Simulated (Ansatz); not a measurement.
TaTe:
```xyz
4
Lattice="1.8124 -5.0862 0.0000 1.8124 5.0862 0.0000 0.0000 0.0000 4.7488" Properties=species:S:1:pos:R:3 pbc="T T T"
Te     1.8124    -1.3947     1.1872
Ta     1.8124    -4.2956     1.1872
Te     1.8124     1.3947     3.5616
Ta     1.8124     4.2956     3.5616
```

Relaxed with PBE. Special points in fractions of this cell's reciprocal vectors: Γ (0.000, 0.000, 0.000); Y (-0.500, 0.500, 0.000); C0 (-0.282, 0.718, 0.000); Σ0 (0.282, 0.282, 0.000); Z (0.000, 0.000, 0.500); A0 (0.282, 0.282, 0.500); E0 (-0.282, 0.718, 0.500); T (-0.500, 0.500, 0.500); S (0.000, 0.500, 0.000); R (0.000, 0.500, 0.500).

Task: List the band energies nearest the Fermi level at these points for PBE (plane waves, PAW; program Ansatz).

Result: In eV from the Fermi level; about four levels below and three above (degenerate sets whole), none deeper than 8.9 eV; points with the same levels are listed once.

```
k                     below                above
--  -----------------------  -------------------
Γ   -2.19 -2.18 -1.94 -0.95       0.28 1.12 1.53
Y   -1.69 -1.07 -0.93 -0.32       1.45 1.80 1.83
C0  -4.17 -3.87 -1.35 -0.97       0.26 0.45 1.15
Z   -3.53 -3.53 -1.78 -1.78  0.81 0.81 1.46 1.46
A0  -3.38 -3.38 -2.19 -2.19  0.40 0.40 0.83 0.83
T   -3.08 -3.08 -1.69 -1.69  0.62 0.62 0.88 0.88
S   -1.27 -0.24 -0.10 -0.06       1.28 1.50 2.00
R   -4.07 -4.07 -2.37 -2.37  0.80 0.80 1.41 1.41
```

Space group Cmcm. The start of the workflow was typed in or built on a structure type; neither database checked (COD, Materials Project) lists it. Whether it is the stable phase at ambient conditions was not checked. The PBE relaxation kept the symmetry of its start; its stability against distortions is not shown here. No spin polarisation was allowed. Scalar-relativistic: spin–orbit coupling is off unless named, which matters more the heavier the elements.

Potentials: the later of the program's two PAW sets.
